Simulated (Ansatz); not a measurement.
# MgCd$_{3}$O$_{4}$: phonons across the zone

All numbers below come from DFT PBE, scalar-relativistic, plane waves, PAW in Ansatz 0.2.0. Plane waves to 420 eV; Γ-centred k mesh 12×8×6; Fermi-Dirac smearing of 0.15 eV. No spin polarisation. Phonons by linear response, acoustic sum rule imposed.

The cell, relaxed at this level:
```yaml
crystal:
  lattice:
    - [3.27560, 0.00000, 0.00000]
    - [0.00000, 4.66842, 0.00000]
    - [0.00000, 0.00000, 6.64338]
  atoms:
    - { symbol: Mg, position: [0.00000, 0.00000, 0.00000] }
    - { symbol: Cd, position: [0.50000, 0.50000, 0.24449] }
    - { symbol: Cd, position: [0.00000, 0.00000, 0.50000] }
    - { symbol: Cd, position: [0.50000, 0.50000, 0.75551] }
    - { symbol: O, position: [0.00000, 0.50000, 0.00000] }
    - { symbol: O, position: [0.50000, 0.00000, 0.22361] }
    - { symbol: O, position: [0.00000, 0.50000, 0.50000] }
    - { symbol: O, position: [0.50000, 0.00000, 0.77639] }
```

The cell was found from a structure generator's guess, not taken from experiment. In a metal, frequencies and elastic constants depend on the k mesh and the smearing, soft modes and shear constants most. Some empty bands missed the eigensolver's threshold. The q mesh is coarse, so values between its points are rough. A semilocal functional can close a gap that the real compound has.

Force constants from linear response on a 2×2×1 q mesh.

Path: Γ–X–S–Y–Γ–Z–U–R–T–Z | X–U | Y–T | S–R. Only the points of the 2×2×1 mesh were computed; the rest is interpolation, which is rough on so few points. At q = (0.000, 0.000, 0.000) a computed mode is imaginary, 22i cm⁻¹, so the cell is unstable at this level. Distance along the path (Å⁻¹), then the branches (cm⁻¹, negative for imaginary):
```
0.000  -22 0 0 0 77 106 109 113 128 152 160 181 198 214 227 244 273 321 332 356 372 389 408 456
0.240  -16 30 38 65 94 103 107 117 126 165 189 189 194 228 245 264 269 320 322 366 371 388 405 447
0.479  14 60 70 98 99 103 121 121 132 153 184 233 237 242 258 298 306 307 319 360 367 394 419 427
0.719  27 81 90 98 103 105 114 122 143 170 174 238 239 265 271 283 322 324 360 363 370 381 410 455
0.959  31 83 96 99 103 109 115 119 145 171 180 225 242 259 271 296 323 325 361 374 380 382 406 470
1.127  55 84 102 102 102 109 115 121 148 171 178 225 243 258 273 299 312 326 356 363 386 388 404 473
1.296  86 86 98 109 114 116 116 125 151 172 172 227 244 255 278 291 308 315 341 365 385 399 400 478
1.464  88 99 100 114 115 125 126 129 152 162 174 230 248 251 274 278 289 317 350 368 380 395 405 480
1.632  89 100 101 115 116 129 130 130 153 158 175 232 248 252 261 273 288 321 355 369 378 393 407 480
1.872  80 87 106 107 120 124 126 127 156 169 182 240 244 254 262 286 288 304 339 362 365 398 419 473
2.112  75 83 88 91 112 121 122 122 159 182 199 229 241 247 257 276 288 296 303 349 367 392 448 460
2.351  71 78 80 82 112 116 120 121 148 174 189 201 214 234 238 257 268 295 316 353 360 408 458 466
2.591  66 74 76 82 114 114 122 128 148 156 162 167 220 230 230 243 256 303 325 351 362 415 461 473
2.759  60 66 76 86 114 114 118 125 133 157 161 181 217 224 235 241 271 302 326 350 352 412 453 472
2.928  46 48 77 86 90 113 115 116 132 157 158 188 210 219 239 240 283 319 325 330 354 404 434 468
3.096  25 25 44 75 77 98 113 113 130 154 160 182 202 215 233 243 276 317 330 355 356 395 415 461
3.264  -22 0 0 0 77 106 109 113 128 152 160 181 198 214 227 244 273 321 332 356 372 389 408 456
3.382  -22 15 18 31 77 105 109 110 130 152 159 180 198 217 227 245 273 320 334 355 374 389 408 453
3.501  -22 30 36 60 75 96 103 115 134 152 157 177 197 223 228 248 272 315 342 352 380 390 405 443
3.619  -21 43 53 71 83 84 96 118 136 152 155 176 195 227 229 252 272 312 349 351 386 393 401 431
3.737  -21 51 66 67 74 92 93 117 137 153 155 176 193 228 230 254 272 310 347 356 390 395 399 424
3.977  -15 49 67 81 82 94 114 120 134 167 184 189 191 231 250 264 278 311 348 358 386 392 396 416
4.216  16 55 73 94 95 115 126 126 131 161 185 234 239 240 254 298 315 322 336 352 377 388 397 415
4.456  27 73 84 93 106 113 126 129 133 163 182 237 239 272 282 305 321 332 363 365 367 378 382 448
4.696  31 86 91 96 100 109 121 132 132 163 182 231 242 282 293 299 324 324 361 374 377 381 384 462
4.864  54 80 92 94 105 108 132 132 135 161 183 230 242 280 282 300 326 334 348 364 378 382 392 465
5.032  80 84 93 97 111 111 135 139 150 153 187 229 240 258 284 301 322 329 347 350 378 380 406 469
5.201  88 95 98 108 112 121 139 140 140 166 192 222 241 244 286 302 304 313 350 356 374 383 416 471
5.369  94 96 100 104 126 126 130 136 140 173 195 216 240 241 287 294 303 307 352 359 372 384 419 472
5.609  87 88 97 103 119 120 125 140 151 172 190 228 231 248 282 290 293 333 342 363 367 377 417 465
5.848  70 71 81 103 107 107 129 140 171 171 182 224 230 255 263 265 300 304 340 363 371 372 428 456
6.088  60 61 72 90 96 96 128 144 171 174 187 198 210 232 247 256 283 301 313 356 380 384 443 467
6.328  51 65 79 82 89 92 120 157 162 167 171 188 204 230 238 247 278 290 323 342 385 390 450 476
6.496  -18 63 74 89 90 97 127 157 160 162 169 188 192 230 240 248 283 294 327 343 378 388 448 467
6.665  -34 58 67 81 91 109 127 147 156 157 158 170 187 229 240 250 279 318 338 345 363 385 443 444
6.833  38 53 64 71 79 92 106 128 143 154 155 170 190 228 234 253 274 319 347 350 373 387 417 434
7.001  -21 51 66 67 74 92 93 117 137 153 155 176 193 228 230 254 272 310 347 356 390 395 399 424
7.060  31 83 96 99 102 109 116 119 145 171 179 225 242 260 272 296 323 325 361 374 380 382 405 470
7.178  31 85 96 96 99 109 120 120 142 173 174 228 242 269 275 296 324 324 361 374 380 382 400 468
7.297  31 88 90 96 99 109 120 125 138 167 179 230 242 279 282 296 324 324 361 374 380 382 391 465
7.415  31 86 91 96 99 109 121 130 134 164 182 231 242 281 292 298 324 324 361 374 378 381 385 462
7.474  66 74 76 82 114 114 122 128 148 156 162 167 220 230 230 243 256 303 325 351 362 415 461 473
7.592  66 72 76 82 108 111 115 137 156 157 162 167 218 230 232 242 259 301 325 350 363 413 459 474
7.710  64 66 79 81 93 106 117 148 157 162 169 174 212 230 238 240 267 297 324 347 369 407 455 475
7.829  55 65 81 83 84 98 119 157 160 162 170 186 206 230 239 244 274 292 323 344 377 398 451 476
7.947  51 65 79 82 89 92 120 157 162 167 171 188 204 230 238 247 278 290 323 342 385 390 450 476
8.006  89 101 101 114 115 129 130 130 152 159 176 231 247 255 262 270 288 324 355 364 383 392 407 480
8.124  91 99 107 110 110 129 129 132 147 163 183 229 245 258 267 267 288 337 346 354 385 398 403 478
8.242  94 96 105 106 117 128 130 134 143 169 190 224 243 246 277 285 288 328 353 354 373 396 411 475
8.361  94 96 101 104 125 126 130 136 140 172 195 217 241 242 287 290 300 311 352 362 368 386 418 472
```
